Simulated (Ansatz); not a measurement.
The relaxed structure here is a generated cell of Bi: the first start was made by placing the elements on the sites of a structure type, and the end was not matched to a known phase here, so it may be hypothetical. Known forms of Bi include space group No. 166.

One starting cell of Bi (a generated cell, Bi placed in the AFLOW prototype A_hP1_191_a (A_f, as in Sn)) was relaxed twice with Ansatz (plane waves, PAW, scalar-relativistic): with r2SCAN at 500 eV and with PBE at 420 eV. The r2SCAN result:

```yaml
crystal:
  lattice:
    - [3.41691, 0.00000, 0.00000]
    - [-1.70845, 2.95913, 0.00000]
    - [0.00000, 0.00000, 3.28315]
  atoms:
    - { symbol: Bi, position: [0.00000, 0.00000, 0.00000] }
```

```
quantity                          r2SCAN     PBE
--------------------------------  ------  ------
space group                       P6/mmm  P6/mmm
volume (Å³/atom)                   33.20   33.78
a (Å)                              3.417   3.437
c (Å)                              3.283   3.302
gap (eV, no spin-orbit coupling)    0.00    0.00
```

Both levels end in the same structure; PBE's volume is 1.8 % larger. Neither column is exact.

No spin polarisation in the result.

The run could not lose the symmetry of its start, so the end can be a saddle point.

Ansatz is a quantum-chemistry and plane-wave program.
